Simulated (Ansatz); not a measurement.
From the elastic tensor of Li₂TiO₂ to moduli and sound speeds

These are results of DFT PBE, scalar-relativistic, plane waves, PAW in Ansatz 0.2.0, not measurements. Plane waves to 420 eV; Γ-centred k mesh 14×14×14; Gaussian smearing of 0.10 eV. No spin polarisation.

Space group Immm (No. 71), orthorhombic, a = 2.928 Å, b = 3.837 Å, c = 9.390 Å. Around Li lie 4 O at 1.98–2.09 Å, 4 Li at 2.61 Å, 1 Ti at 2.85 Å, 2 Li at 2.93 Å and 4 Ti at 3.04 Å; Ti has 4 O at 1.99 Å, 2 Li at 2.85 Å, 2 Ti at 2.93 Å and 8 Li at 3.04 Å; around O lie 4 Li at 1.98–2.09 Å and 2 Ti at 1.99 Å.

The structure comes from a proposed guess, relaxed at this level; another structure or a mixture of phases may lie lower. In a metal, frequencies and elastic constants depend on the k mesh and the smearing, soft modes and shear constants most.

Relaxed-ion constants (GPa, on the Cartesian axes of the calculation):
C11 = 282.4, C12 = 34.7, C13 = 36.4, C22 = 99.2, C23 = 67.8, C33 = 177.4, C44 = 63.0, C55 = 54.5, C66 = 53.1 GPa; the others vanish.

Density 2.951 g/cm³; 5 atoms in 52.74 Å³.

With S = C⁻¹: B_V = (C11+C22+C33+2(C12+C13+C23))/9, G_V = (C11+C22+C33−C12−C13−C23+3(C44+C55+C66))/15, 1/B_R = S11+S22+S33+2(S12+S13+S23), 15/G_R = 4(S11+S22+S33−S12−S13−S23)+3(S44+S55+S66); Hill is their mean. Then v_l = √((B+4G/3)/ρ), v_t = √(G/ρ), v_m = [(2/v_t³+1/v_l³)/3]^(−1/3) and Θ = (ħ/k_B)·v_m·(6π²n/V)^(1/3) for n atoms in the volume V; E = 9BG/(3B+G), ν = (3B−2G)/(2(3B+G)) and A^U = 5G_V/G_R + B_V/B_R − 6.

- Bulk modulus, Voigt / Reuss / Hill: 93.0 / 81.5 / 87.2 GPa
- Shear modulus, Voigt / Reuss / Hill: 62.1 / 52.3 / 57.2 GPa
- Young's modulus: 141 GPa
- Poisson ratio: 0.231
- Pugh ratio B/G: 1.52 (under 1.75, the rule of thumb for brittle)
- Universal anisotropy index: 1.08
- Longitudinal and transverse sound speeds: 7444 and 4403 m/s
- Debye temperature from the mean sound speed: 662 K
